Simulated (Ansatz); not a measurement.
In DFT-PBEsol in the program Ansatz with PAW potentials, TaTe in the CsCl type structure (Pm-3m) relaxes to a = 3.377 Å. Against the elements it lies at 0.097 eV/atom, with no fitted shifts.

Electronic character: metallic (no gap). Gap from PBEsol with spin–orbit coupling: none (metallic).

The bulk modulus is 161 GPa. The relaxed-ion elastic constants in GPa are C11 = 274, C12 = 104, C44 = 103. The elastic constants imply a Debye temperature near 330 K. The highest mode at Γ lies at 133 cm⁻¹.

The start of the workflow was typed in or built on a structure type; neither database checked (COD, Materials Project) lists it. Whether it is the stable phase at ambient conditions was not checked. Symmetry was held in the PBEsol relaxation; its stability against distortions is not shown here. No spin polarisation was allowed. With an odd number of electrons in the cell and no spin polarisation, the count alone makes it a metal. As this level gives no gap, shear constants depend on the k-mesh and smearing (Fermi–Dirac, 0.1 eV here). As this level gives no gap, phonon frequencies hold no LO–TO term and depend on the k-mesh and smearing (Fermi–Dirac, 0.1 eV here). On the denser mesh and wider smearing of the elastic run this cell carries a stress of 0.3 GPa. The references are the lowest solids computed at this level, not always the standard phases. Spin–orbit coupling is left out wherever it is not named.

Potentials: the later of the program's two PAW sets.
